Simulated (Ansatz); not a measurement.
# 47Ti nuclear quadrupole resonance in SrTi₄P₆O₂₄

Cell: a Materials Project structure (computed, not necessarily an observed phase), taken as it stands.

Space group R-3:H (No. 148); a = 8.4799, c = 22.7759 Å, γ = 120.00°.

| site | Wyckoff | site symmetry | x | y | z |
| --- | --- | --- | --- | --- | --- |
| Sr | 3a | -3. | 0.0000 | 0.0000 | 0.0000 |
| Ti2 | 6c | 3. | 0.0000 | 0.0000 | 0.3561 |
| Ti4 | 6c | 3. | 0.0000 | 0.0000 | 0.8503 |
| P | 18f | 1 | 0.0478 | 0.3844 | 0.4149 |
| O12 | 18f | 1 | 0.7869 | 0.8482 | 0.4021 |
| O18 | 18f | 1 | 0.1541 | 0.6698 | 0.5759 |
| O23 | 18f | 1 | 0.6829 | 0.1547 | 0.5279 |
| O29 | 18f | 1 | 0.1477 | 0.9330 | 0.6964 |

One atom of each set is listed; the run and its k-mesh use a cell of 35 atoms with edges of 9.03, 9.03, 9.03 Å.

Method: Kohn–Sham DFT in Ansatz, PBE, plane waves and PAW, scalar-relativistic, 420 eV cutoff, Γ-centred 3×3×3 k-points, Fermi–Dirac smearing 0.02 eV.

47Ti: I = 5/2, Q = 302.0 mb (year-2017 value). Static lattice, zero field.

Sites with a gradient: Ti2 (2 atoms; 6 O at 1.92–2.01 Å); Ti4 (2 atoms; 6 O at 1.89–2.04 Å).

Task: The simulated spectrum has lines at 0.654, 0.875, 1.31, 1.75 MHz. Sort them into the sets that belong together, and say which site each set most likely comes from.

Result: For I = 5/2 and η = 0 the lines are 3|C_Q|/20 and twice that; η pulls their ratio below 2. Ti2: 0.875, 1.75 MHz (|C_Q| = 5.84 MHz, η = 0.00). Ti4: 0.654, 1.31 MHz (|C_Q| = 4.36 MHz, η = 0.00).

The sites follow from the calculation. An axis of threefold or higher order runs through Ti4 and Ti2, so V_zz lies along it and η is zero. Like point charges on the first shell alone (each adding as 1/d³) would put Ti4 above Ti2: the covalent part of each bond and the atoms beyond the first shell count as well.
